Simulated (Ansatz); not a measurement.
Relaxed WC (WC type, space group P-6m2):

```xyz
4
Lattice="5.8243 0.0000 0.0000 -1.4561 2.5220 0.0000 0.0000 0.0000 2.8362" Properties=species:S:1:pos:R:3 pbc="T T T"
W      0.0000     0.0000     0.0000
W      2.9122     0.0000     0.0000
C      1.4561     0.8407     1.4181
C      4.3682     0.8407     1.4181
```

In this cell atom 1 (W, nearest neighbour C at 2.200 Å; its periodic images, 2.8 Å or more away, move with it) is moved by s along Cartesian x, unit vector (1.000, 0.000, 0.000); all other atoms and the cell stay fixed.

Computed with r2SCAN (plane waves to 500 eV, PAW, scalar-relativistic; Ansatz, an electronic-structure program). k mesh 15×15×13 (Γ-centred), Fermi-Dirac smearing 0.05 eV. Energies are smeared free energies. With partly filled bands, energies and forces of such displacements shift with the k mesh and the smearing. Spin-orbit coupling is left out, though W is heavy. WC is run without spin polarisation. WC was relaxed with its symmetry unable to fall. ΔE is measured from the undisplaced structure. The last digit holds for this mesh only.

| s (Å) | ΔE (meV/cell) |
|---|---|
| -0.440 | 2615.0 |
| -0.352 | 1693.2 |
| -0.264 | 967.0 |
| -0.176 | 436.8 |
| -0.088 | 110.8 |
| 0.000 | 0.0 |
| 0.088 | 113.7 |
| 0.176 | 457.0 |
| 0.264 | withheld |
| 0.352 | 1826.3 |
| 0.440 | 2832.1 |

Q: Fit a polynomial form (powers 2, 3, 4) to the given rows and predict ΔE at s = 0.264.

A: Least squares on the 10 given rows: ΔE = (14420)·s² + (1333)·s³ + (-1804)·s⁴, in meV/cell with s in Å; root-mean-square residual 4.91 meV/cell. At 0.264 the fit gives 1020.8 meV/cell; the calculation gives 1030.1 meV/cell, so the interpolation is off by -9.3 (-0.9 %). The quadratic term alone would give 1005.0 meV/cell.

(For displaced atoms, the force is minus the slope of the energy, and its curvature is a force constant, which sets phonon frequencies.)
